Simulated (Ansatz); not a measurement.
SiO2:
```
CELL_PARAMETERS angstrom
      4.94828     0.00000     0.00000
     -2.47414     4.28534     0.00000
      0.00000     0.00000     5.44127
ATOMIC_POSITIONS crystal
  Si 0.00000 0.47027 0.33333
  Si 0.52973 0.52973 0.00000
  Si 0.47027 0.00000 0.66667
  O  0.14537 0.73288 0.54797
  O  0.26712 0.41249 0.21464
  O  0.58751 0.85463 0.88130
  O  0.73288 0.14537 0.45203
  O  0.41249 0.26712 0.78536
  O  0.85463 0.58751 0.11870
```

Cartesian axes are those of the cell as given.

Question: Give the high-frequency dielectric tensor and the Born effective charge tensors of the independent atoms from DFPT, the program Ansatz at the PBEsol level (PAW).

Answer: 
ε∞:
```
2.49  0.00  0.00
0.00  2.49  0.00
0.00  0.00  2.52
```
Z* of atom 1 (Si), rows: field, columns: displacement, in e:
```
 3.51   0.29   0.27
 0.29   3.17   0.16
-0.23  -0.13   3.46
```
Z* of atom 4 (O), rows: field, columns: displacement, in e:
```
-1.31  -0.54  -0.35
-0.48  -2.03  -0.74
-0.29  -0.78  -1.73
```

Space group P3_221. Symmetry was held in the PBEsol relaxation.

Potentials: the earlier of the program's two PAW sets. The files were generated under PBE; for other functionals the program regenerates the frozen cores, and for LDA and PBEsol the local potential too.
